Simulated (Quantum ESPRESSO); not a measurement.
**Band energies of KOH**

```xyz
6
Lattice="1.9590 -5.1813 0.0000 1.9590 5.1813 0.0000 0.0000 0.0000 3.9730" Properties=species:S:1:pos:R:3 pbc="T T T"
H      1.9590     4.8507     0.3828
H      1.9590    -4.8507     2.3692
O      1.9590     4.1161     1.0282
O      1.9590    -4.1161     3.0147
K      1.9590     1.4413     0.9513
K      1.9590    -1.4413     2.9378
```

norm-conserving LDA (Quantum ESPRESSO, 84 Ry, no spin-orbit coupling); path ΓXSRAZΓYX1A1TY,ZT; energies in eV from the valence-band maximum.

| k (1/Å) | point | band 12 | band 13 | band 14 | band 15 | band 16 | band 17 | band 18 | band 19 |
|---|---|---|---|---|---|---|---|---|---|
| 0.00 | Γ | -3.80 | -0.53 | -0.49 | -0.31 | -0.03 | 3.69 | 5.82 | 7.24 |
| 0.46 |  | -3.89 | -1.13 | -0.57 | -0.45 | -0.44 | 5.11 | 6.82 | 7.75 |
| 0.92 | X | -3.96 | -1.31 | -0.77 | -0.59 | -0.54 | 6.71 | 6.81 | 7.22 |
| 0.92 | S | -3.93 | -1.40 | -0.78 | -0.57 | -0.55 | 6.72 | 6.84 | 7.36 |
| 1.31 |  | -4.01 | -1.08 | -0.61 | -0.53 | -0.47 | 6.60 | 6.71 | 7.32 |
| 1.71 | R | -4.08 | -0.60 | -0.60 | -0.44 | -0.44 | 6.31 | 6.31 | 7.66 |
| 1.71 | A | -4.11 | -0.62 | -0.62 | -0.42 | -0.42 | 6.13 | 6.13 | 8.25 |
| 2.07 |  | -4.07 | -0.60 | -0.60 | -0.50 | -0.50 | 6.39 | 6.39 | 7.61 |
| 2.62 | Z | -4.18 | -0.70 | -0.70 | -0.57 | -0.57 | 6.53 | 6.53 | 6.92 |
| 3.02 |  | -3.91 | -0.65 | -0.60 | -0.50 | -0.25 | 4.80 | 6.18 | 7.11 |
| 3.41 | Γ | -3.80 | -0.53 | -0.49 | -0.31 | -0.03 | 3.69 | 5.82 | 7.24 |
| 3.62 |  | -3.83 | -0.58 | -0.51 | -0.33 | -0.02 | 4.02 | 5.84 | 7.18 |
| 4.02 | Y | -3.95 | -0.76 | -0.45 | -0.38 | 0.00 | 5.67 | 5.73 | 5.87 |
| 4.54 |  | -3.96 | -1.10 | -0.75 | -0.50 | -0.50 | 6.48 | 6.55 | 6.94 |
| 4.71 | X1 | -3.96 | -1.31 | -0.77 | -0.59 | -0.54 | 6.71 | 6.81 | 7.22 |
| 4.87 |  | -3.98 | -1.25 | -0.73 | -0.59 | -0.52 | 6.70 | 6.79 | 7.20 |
| 5.34 |  | -4.09 | -0.74 | -0.59 | -0.44 | -0.42 | 6.10 | 6.30 | 7.99 |
| 5.50 | A1 | -4.11 | -0.62 | -0.62 | -0.42 | -0.42 | 6.13 | 6.13 | 8.25 |
| 5.64 |  | -4.17 | -0.63 | -0.63 | -0.43 | -0.43 | 6.19 | 6.19 | 8.02 |
| 6.05 |  | -4.36 | -0.67 | -0.67 | -0.50 | -0.50 | 6.65 | 6.65 | 7.51 |
| 6.19 | T | -4.38 | -0.68 | -0.68 | -0.50 | -0.50 | 6.71 | 6.71 | 7.47 |
| 6.32 |  | -4.29 | -0.70 | -0.65 | -0.54 | -0.43 | 6.57 | 6.77 | 7.23 |
| 6.71 |  | -4.00 | -0.69 | -0.51 | -0.49 | -0.11 | 5.92 | 6.02 | 6.24 |
| 6.98 | Y | -3.95 | -0.76 | -0.45 | -0.38 | 0.00 | 5.67 | 5.73 | 5.87 |
| 6.98 | Z | -4.18 | -0.70 | -0.70 | -0.57 | -0.57 | 6.53 | 6.53 | 6.92 |
| 7.22 |  | -4.25 | -0.69 | -0.69 | -0.54 | -0.54 | 6.58 | 6.58 | 7.11 |
| 7.58 | T | -4.38 | -0.68 | -0.68 | -0.50 | -0.50 | 6.71 | 6.71 | 7.47 |

The LDA gap is indirect, 3.69 eV, from Y to Γ; the smallest direct gap is 3.72 eV.

Geometry of the Materials Project entry, not relaxed at this level.

The structure is a Materials Project entry; no match was found in the copy of COD used, and its stability was not checked.

Letters of k points follow the standard setting of the lattice, whose axes may be ordered differently from the printed cell.
